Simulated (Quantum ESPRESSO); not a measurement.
# Band energies of YSF

```
CELL_PARAMETERS angstrom
      3.77299     0.00000     0.00000
      0.00000     3.77299     0.00000
      0.00000     0.00000     6.82667
ATOMIC_POSITIONS crystal
  F  0.00000 0.00000 0.00000
  F  0.50000 0.50000 0.00000
  S  0.00000 0.50000 0.64557
  S  0.50000 0.00000 0.35443
  Y  0.00000 0.50000 0.22723
  Y  0.50000 0.00000 0.77277
```

PBEsol (pw.x of Quantum ESPRESSO, ONCV potentials, without SOC); path ΓXMΓZRAZ,XR,MA; energies in eV from the valence-band maximum.

| k (1/Å) | point | band 20 | band 21 | band 22 | band 23 | band 24 | band 25 | band 26 | band 27 |
|---|---|---|---|---|---|---|---|---|---|
| 0.00 | Γ | -1.67 | -1.67 | -0.23 | 0.00 | 0.00 | 1.22 | 2.98 | 3.68 |
| 0.42 |  | -2.57 | -1.80 | -1.45 | -0.84 | -0.23 | 2.88 | 3.43 | 3.90 |
| 0.83 | X | -2.97 | -1.68 | -1.68 | -1.11 | -1.11 | 3.66 | 3.66 | 4.58 |
| 1.25 |  | -3.43 | -1.46 | -1.46 | -1.23 | -1.23 | 3.80 | 3.80 | 4.64 |
| 1.67 | M | -3.59 | -1.72 | -1.72 | -1.26 | -1.26 | 4.72 | 4.72 | 4.95 |
| 2.06 |  | -3.27 | -1.81 | -1.45 | -1.11 | -1.04 | 3.67 | 4.31 | 4.60 |
| 2.45 |  | -2.44 | -1.96 | -1.52 | -0.46 | -0.26 | 2.62 | 3.80 | 3.91 |
| 2.84 | Γ | -1.67 | -1.67 | -0.23 | 0.00 | 0.00 | 1.22 | 2.98 | 3.68 |
| 3.07 |  | -1.63 | -1.63 | -0.61 | -0.03 | -0.03 | 1.42 | 2.68 | 3.75 |
| 3.30 | Z | -1.58 | -1.58 | -1.03 | -0.07 | -0.07 | 1.81 | 2.21 | 3.89 |
| 3.47 |  | -2.10 | -1.60 | -0.67 | -0.39 | -0.25 | 2.12 | 2.48 | 3.79 |
| 3.80 |  | -2.62 | -1.69 | -1.28 | -1.08 | -0.30 | 3.51 | 3.53 | 3.72 |
| 4.14 | R | -3.24 | -1.61 | -1.61 | -0.84 | -0.84 | 3.97 | 3.97 | 4.33 |
| 4.47 |  | -3.24 | -1.68 | -1.68 | -1.08 | -1.08 | 4.20 | 4.20 | 4.28 |
| 4.80 |  | -3.51 | -1.49 | -1.49 | -1.35 | -1.35 | 4.59 | 4.59 | 5.14 |
| 4.97 | A | -3.59 | -1.51 | -1.51 | -1.30 | -1.30 | 4.77 | 4.77 | 5.36 |
| 5.26 |  | -3.35 | -1.83 | -1.42 | -1.28 | -1.23 | 4.26 | 4.65 | 4.78 |
| 5.56 |  | -2.78 | -2.48 | -1.39 | -1.00 | -0.76 | 4.14 | 4.17 | 4.50 |
| 5.85 |  | -2.33 | -2.02 | -0.85 | -0.51 | -0.43 | 2.68 | 2.98 | 3.71 |
| 6.15 | Z | -1.58 | -1.58 | -1.03 | -0.07 | -0.07 | 1.81 | 2.21 | 3.89 |
| 6.15 | X | -2.97 | -1.68 | -1.68 | -1.11 | -1.11 | 3.66 | 3.66 | 4.58 |
| 6.30 |  | -3.04 | -1.66 | -1.66 | -1.03 | -1.03 | 3.72 | 3.72 | 4.51 |
| 6.61 | R | -3.24 | -1.61 | -1.61 | -0.84 | -0.84 | 3.97 | 3.97 | 4.33 |
| 6.61 | M | -3.59 | -1.72 | -1.72 | -1.26 | -1.26 | 4.72 | 4.72 | 4.95 |
| 7.07 | A | -3.59 | -1.51 | -1.51 | -1.30 | -1.30 | 4.77 | 4.77 | 5.36 |

The PBEsol gap is direct, 1.22 eV at Γ.

Geometry of the Materials Project entry, not relaxed at this level.

The structure is a Materials Project entry; no match was found in the copy of COD used, and its stability was not checked.
